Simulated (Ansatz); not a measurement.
A relaxed structure of Ti$_{3}$Al. These are r2SCAN (plane waves to 500 eV, PAW, scalar-relativistic; Ansatz, a quantum-chemistry and plane-wave program) values and carry that method's errors.

```
CELL_PARAMETERS angstrom
      5.74715     0.00000     0.00000
     -2.87358     4.97718     0.00000
      0.00000     0.00000     4.63108
ATOMIC_POSITIONS crystal
  Ti 0.82983 0.65965 0.25000
  Ti 0.17017 0.82983 0.75000
  Ti 0.34035 0.17017 0.25000
  Ti 0.17017 0.34035 0.75000
  Ti 0.82983 0.17017 0.25000
  Ti 0.65965 0.82983 0.75000
  Al 0.33333 0.66667 0.25000
  Al 0.66667 0.33333 0.75000
```

### Question
Find the space group and the Wyckoff positions (tolerance 0.01 Å).

### Answer
Space group P6₃/mmc (No. 194); a = b = 5.7472 Å, c = 4.6311 Å, α = β = 90.00°, γ = 120.00°

```
atom  site  symmetry       x       y       z
----  ----  --------  ------  ------  ------
Ti      6h       mm2  0.3403  0.1702  0.2500
Al      2c      -6m2  0.3333  0.6667  0.2500
```

This is the AFLOW prototype A3B_hP8_194_h_c (D0_19, as in Ni3Sn).

### Question
Give the shortest distances between elements (the closest pairs, up to four, under 3.6 Å).

### Answer
Ti–Ti 2.81 Å; Al–Ti 2.83 Å.

```yaml
volume_per_atom: 16.56 Å³
band_gap: zero (metallic)
```

No spin polarisation in the result.

The run could not lose the symmetry of its start.
